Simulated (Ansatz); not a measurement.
GdZn (Pm-3m): majority and minority states

```yaml
crystal:
  lattice:
    - [3.61800, 0.00000, 0.00000]
    - [0.00000, 3.61800, 0.00000]
    - [0.00000, 0.00000, 3.61800]
  atoms:
    - { symbol: Gd, position: [0.00000, 0.00000, 0.00000] }
    - { symbol: Zn, position: [0.50000, 0.50000, 0.50000] }
```

The source of the geometry is a structure as deposited in COD; atoms and cell stay fixed.

Settings: LDA, 11×11×11 k mesh, Fermi–Dirac smearing of 0.05 eV. LAPW is all-electron LAPW in Ansatz 0.2.0. Site moments are integrated in spheres about the atoms. Start moments (μB): Gd1 7. DFT+U (Dudarev's form): U = 6.0 eV on Gd f.

Density of states, smoothed by a Gaussian of 0.15 eV:

```
E − E_F (eV)  majority (states/eV/cell)  minority (states/eV/cell)
       -7.00                      12.00                      11.87
       -6.70                       3.07                       3.42
       -6.40                       0.12                       0.09
       -6.10                       0.12                       0.08
       -5.80                       0.15                       0.11
       -5.50                       0.18                       0.14
       -5.20                       0.22                       0.17
       -4.90                       0.28                       0.21
       -4.60                       0.40                       0.27
       -4.30                       0.80                       0.39
       -4.00                       0.58                       0.80
       -3.70                       0.23                       0.64
       -3.40                       0.12                       0.24
       -3.10                       0.12                       0.11
       -2.80                       0.14                       0.07
       -2.50                       0.17                       0.10
       -2.20                       0.25                       0.13
       -1.90                       0.48                       0.17
       -1.60                       0.84                       0.29
       -1.30                       0.88                       0.55
       -1.00                       0.64                       0.89
       -0.70                       0.63                       0.81
       -0.40                       1.00                       0.58
       -0.10                       1.19                       0.52
        0.20                       0.45                       0.71
        0.50                       0.37                       1.14
        0.80                       1.11                       0.70
        1.10                       1.07                       0.29
        1.40                       0.94                       0.71
        1.70                       1.10                       1.63
        2.00                       0.85                       1.13
        2.30                       0.78                       1.60
        2.60                       1.11                       4.79
        2.90                       1.11                      13.12
        3.20                       0.62                       5.27
        3.50                       0.50                       1.32
        3.80                       0.54                       1.36
        4.10                       0.45                       0.93
        4.40                       0.45                       0.57
```

**Question.** What spin moment does the cell carry?

**Answer.** 7.66 μB. Site moments (μB): Gd1 7.39, Zn2 0.07.

**Question.** How large is the spin polarisation of the states at the Fermi level?

**Answer.** (N↑ − N↓)/(N↑ + N↓) = +36 %, from 1.05 and 0.50 states/eV; these are averaged over the run's smearing, not the smoothing of the table, and they move with the mesh.

Löwdin populations of d and f shells (filled inner shells left out):

```tsv
shell	up	down
Gd1 5d	1.68	1.06
Gd1 4f	7.00	0.01
```

Further occupied bands lie below the window, the nearest with its top at -8.1 eV.

Spin–orbit coupling is left out although heavy atoms are present. With open f shells a run can end in a state that isn't the lowest. The magnetic state is the one that this cell and start allow. It needn't be the compound's measured order, which may need a larger cell or be absent.
